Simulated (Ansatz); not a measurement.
Given:

Zn4TeS3:
```xyz
8
Lattice="3.9277 0.0000 0.0000 0.0000 3.9277 0.0000 0.0000 0.0000 10.9943" Properties=species:S:1:pos:R:3 pbc="T T T"
Zn     1.9638     0.0000     9.3393
S      1.9638     1.9638     8.0556
Zn     0.0000     1.9638     6.7738
S      0.0000     0.0000     5.4972
Zn     1.9638     0.0000     4.2205
S      1.9638     1.9638     2.9387
Zn     0.0000     1.9638     1.6550
Te     0.0000     0.0000     0.0000
```

This is the PBEsol-relaxed structure. Cartesian axes are those of the cell as given.

**Question.** All from PBEsol in the plane-wave PAW code Ansatz, unless another level is named. Give the Debye temperature from the elastic constants.

**Answer.** 306 K.

**Question.** Give the highest zone-centre frequency (without LO–TO term).

**Answer.** 312 cm^-1.

**Question.** Predict the piezoelectric stress constants (proper, relaxed ions, C/m²).

**Answer.** e15 = 0.02, e24 = -0.02, e31 = 0.03, e32 = -0.03.

Space group P-4m2. The start of the workflow was typed in or built on a structure type; neither database checked (COD, Materials Project) lists it. Its standing as an ambient phase is unchecked. Symmetry was held in the PBEsol relaxation; its stability against distortions is not shown here. Signs of piezoelectric constants follow the polarity of the cell as given. Scalar-relativistic: spin–orbit coupling is off unless named, which matters more the heavier the elements.

Potentials: the earlier of the program's two PAW sets. The files were generated under PBE; for other functionals the program regenerates the frozen cores, and for LDA and PBEsol the local potential too.
